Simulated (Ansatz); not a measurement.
## Se (diamond): energy against volume

The calculation used DFT, PBEsol, plane waves (420 eV) with PAW, scalar-relativistic (Ansatz 0.2.0). (PAW data from PBE, frozen cores regenerated.)

The cell is scaled uniformly from the relaxed one, with fractional coordinates and shape fixed. Energies are extrapolated to zero smearing, pressures are those at the given smearing. Magnetic state: spin not included.

A Birch-Murnaghan fit gives V₀ = 30.10 Å³/atom, B₀ = 44 GPa, B₀′ = 4.2.

**Question.** What are the energy above the minimum and the pressure at 28.932 Å³/atom?

**Answer.** 6.6 meV/atom and 1.91 GPa as computed.

**Question.** What are the energy above the minimum and the pressure at 31.343 Å³/atom?

**Answer.** 6.6 meV/atom and -1.62 GPa as computed.

**Question.** What are the energy above the minimum and the pressure at 33.754 Å³/atom?

**Answer.** 50.1 meV/atom and -3.95 GPa as computed.
